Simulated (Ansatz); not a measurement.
Here is the system:

PbS:
```cif
data_Pb2S2
_chemical_formula_sum 'Pb2 S2'
_space_group_name_H-M_alt 'P63/mmc'
_space_group_IT_number 194
_space_group_name_Hall '-P 6c 2c'
_cell_length_a 4.02360
_cell_length_b 4.02360
_cell_length_c 7.21427
_cell_angle_alpha 90.000
_cell_angle_beta 90.000
_cell_angle_gamma 120.000
loop_
_atom_site_label
_atom_site_type_symbol
_atom_site_symmetry_multiplicity
_atom_site_Wyckoff_symbol
_atom_site_fract_x
_atom_site_fract_y
_atom_site_fract_z
_atom_site_occupancy
Pb1 Pb 2 a 0.00000 0.00000 0.00000 1
S1 S 2 d 0.66667 0.33333 0.25000 1
```

This is the LDA-relaxed structure.

### Question
All from LDA (plane waves, PAW; program Ansatz), unless another level is named. Give the electronic character.

### Answer
no gap, with almost no states at the Fermi level (zero-gap or semimetallic).

### Question
Give the formation energy from the elements (no fitted shifts).

### Answer
-484 meV/atom.

Space group P6_3/mmc (NiAs type). The first step of the workflow began from a Materials Project structure, measured or hypothetical; the Crystallography Open Database copy checked does not list it. It is not the phase usual at ambient conditions (space group No. 225). Symmetry was held in the LDA relaxation; of distortions, only those at the zone centre were tested, and some modes there are weakly imaginary. A small band overlap can be real or an error of a semilocal functional. The references are the lowest solids computed at this level, not always the standard phases. Scalar-relativistic: spin–orbit coupling is off unless named, which matters more the heavier the elements.

Potentials: the later of the program's two PAW sets.
